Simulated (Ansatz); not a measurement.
rocksalt-structured LaP

The computed numbers are results of PBEsol, scalar-relativistic (no spin polarisation) in the plane-wave PAW code Ansatz at 420 eV, 10×10×10 k-mesh, Gaussian smearing of 0.05 eV; PAW files: Ansatz's generated set soft_2.

```
La P
1.0
     0.00000    2.98931    2.98931
     2.98931    0.00000    2.98931
     2.98931    2.98931    0.00000
La P
1 1
Direct
  0.50000 0.50000 0.50000
  0.00000 0.00000 0.00000
```

The start was a prototype's sites filled with these elements; the Crystallography Open Database holds the compound in this structure.

Problem. Which orbitals carry the states at the Fermi level, and how many states are there?

Solution. Within 0.1 eV of it: P 3p 64 %, La 5d 19 %, La 4f 15 % (shares among the projected shells). The density of states at the Fermi level is about 0.13 states/eV per cell, averaged over 0.3 eV.

Density of states (tetrahedra, averaged over 0.5 eV; states/eV per cell of 2 atoms; energy in eV from the Fermi level):

| E (eV) | DOS |
| --- | --- |
| -3.10 | 0.15 |
| -2.60 | 1.08 |
| -2.10 | 1.58 |
| -1.60 | 2.54 |
| -1.10 | 4.44 |
| -0.60 | 1.86 |
| -0.10 | 0.38 |
| 0.40 | 0.25 |
| 0.90 | 0.54 |
| 1.40 | 0.96 |
| 1.90 | 1.58 |
| 2.40 | 2.42 |

Formal charges La³⁺, P³⁻ balance and leave closed shells on every ion, yet the run finds no gap: the anions' valence bands overlap the cations' empty bands by 0.2 eV on the mesh. Semilocal functionals make gaps too small, by up to about 1 eV in such compounds, so the real crystal may have a narrow gap or be a semimetal.

For elements this heavy, spin–orbit coupling would shift levels and gaps; it isn't included here.
